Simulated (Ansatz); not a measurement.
HfO2 (fluorite), conventional cell a = 5.044 Å, b = 5.044 Å, c = 5.044 Å, α = 90.00°, β = 90.00°, γ = 90.00°. The calculation uses the primitive cell of 3 atoms, to which meshes and values per cell refer.

Two coordinates are scanned: the volume, and the ratio of the stretch along z (the conventional c axis) to the stretch across it. Atoms keep their fractional coordinates.

Computed with PBEsol (plane waves to 420 eV, PAW, scalar-relativistic; Ansatz, a first-principles code). k mesh 11×11×11 (Γ-centred), Fermi-Dirac smearing 0.05 eV. Stress and pressure are positive under compression. HfO2 is run without spin polarisation. HfO2 was relaxed with its symmetry unable to fall. Spin-orbit coupling is left out, though Hf is heavy. This is a high-temperature form of HfO2. 

```tsv
σzz (GPa)	V/V₀ = 0.960	V/V₀ = 0.980	V/V₀ = 1.000	V/V₀ = 1.020	V/V₀ = 1.040
(c/a)/(c/a)₀ = 0.960	25.2	18.7	12.8	7.4	?
(c/a)/(c/a)₀ = 0.980	18.4	12.0	6.3	1.1	-3.6
(c/a)/(c/a)₀ = 1.000	11.8	5.6	0.0	-5.0	-9.5
(c/a)/(c/a)₀ = 1.020	5.3	-0.8	-6.2	-11.0	-15.4
(c/a)/(c/a)₀ = 1.040	-1.1	-7.0	-12.2	-17.0	-21.2
```

Problem. Some entries are withheld; supply them.

Solution. 
- (c/a)/(c/a)₀ = 0.960, V/V₀ = 1.040: 2.6

(Under strain, the slope of the energy per volume gives the stress and its curvature an elastic modulus.)
